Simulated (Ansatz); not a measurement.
Cells of AlPt relaxed with PBEsol (plane waves to 420 eV, PAW, scalar-relativistic; Ansatz, an electronic-structure program), each with a space-group label. One label is wrong.

**A**, labelled R-3m (No. 166)
```yaml
crystal:
  lattice:
    - [1.79616, 1.03701, 2.93405]
    - [-1.79616, 1.03701, 2.93405]
    - [0.00000, -2.07402, 2.93405]
  atoms:
    - { symbol: Pt, position: [0.00000, 0.00000, 0.00000] }
    - { symbol: Al, position: [0.50000, 0.50000, 0.50000] }
```

**B**, labelled P1 (No. 1)
```yaml
crystal:
  lattice:
    - [4.68422, 0.00000, 0.00000]
    - [0.10969, 4.93317, 0.00000]
    - [0.40676, 1.37691, 5.25119]
  atoms:
    - { symbol: Al, position: [0.85395, 0.88906, 0.19440] }
    - { symbol: Al, position: [0.18949, 0.57909, 0.64490] }
    - { symbol: Pt, position: [0.65763, 0.37191, 0.87019] }
    - { symbol: Al, position: [0.32292, 0.17038, 0.27549] }
    - { symbol: Pt, position: [0.14292, 0.05480, 0.75862] }
    - { symbol: Pt, position: [0.81598, 0.33764, 0.37284] }
    - { symbol: Pt, position: [0.36630, 0.70033, 0.16521] }
    - { symbol: Al, position: [0.65081, 0.89679, 0.71835] }
```

**C**, labelled P6/mmm (No. 191)
```
CELL_PARAMETERS angstrom
      4.13451     0.00000     0.00000
     -2.06725     3.58059     0.00000
      0.00000     0.00000     5.13937
ATOMIC_POSITIONS crystal
  Al 0.33333 0.66667 0.50000
  Al 0.66667 0.33333 0.50000
  Pt 0.00000 0.00000 0.24432
  Pt 0.00000 0.00000 0.75568
```

**D**, labelled Pbam (No. 55)
```yaml
crystal:
  lattice:
    - [4.39306, 0.00000, 0.00000]
    - [0.00000, 8.67799, 0.00000]
    - [0.00000, 0.00000, 3.00507]
  atoms:
    - { symbol: Al, position: [0.20555, 0.38076, 0.50000] }
    - { symbol: Al, position: [0.79445, 0.61924, 0.50000] }
    - { symbol: Al, position: [0.70555, 0.11924, 0.50000] }
    - { symbol: Al, position: [0.29445, 0.88076, 0.50000] }
    - { symbol: Pt, position: [0.30813, 0.63447, 0.00000] }
    - { symbol: Pt, position: [0.69187, 0.36553, 0.00000] }
    - { symbol: Pt, position: [0.80813, 0.86553, 0.00000] }
    - { symbol: Pt, position: [0.19187, 0.13447, 0.00000] }
```

Which label is wrong, and what should it be (tolerance 0.01 Å)?

A: its symmetry is Fm-3m (No. 225), cF8, rock salt type; a = b = c = 5.0808 Å, α = β = γ = 90.00°.

Each run could gain symmetry but not lose that of its start, so entries can be saddle points. All of these are generated cells (placed on structure types, drawn at random, substituted or restacked) that were not matched to a known phase here.

No spin polarisation in the result.
